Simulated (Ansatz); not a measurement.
Consider the following.

BeTe:
```
BeTe
1.0
    0.00000     2.68525     2.68525
    2.68525     0.00000     2.68525
    2.68525     2.68525     0.00000
Te Be
1 1
Direct
  0.00000   0.00000   0.00000
  0.50000   0.50000   0.50000
```

This is the r²SCAN-relaxed structure.

Q: All from r²SCAN (plane waves, PAW; program Ansatz), unless another level is named. Give the electronic character.

A: metallic (no gap).

Q: And the formation energy from the elements (no fitted shifts)?

A: 0.12 eV/atom.

Q: And the density of states at the Fermi level?

A: 0.28 states/eV per atom (mean over ±0.08 eV).

Space group Fm-3m (rock salt). A made-up cell: these elements were put on the sites of a structure type; neither database checked (COD, Materials Project) lists it. COD files the formula under space group No. 216, so this cell is another polymorph or a model. Its standing as an ambient phase is unchecked. Symmetry was held in the r²SCAN relaxation; whether a distortion lowers the energy is not shown. The references are the lowest solids computed at this level, not always the standard phases. Spin–orbit coupling is left out wherever it is not named.

Potentials: the later of the program's two PAW sets.
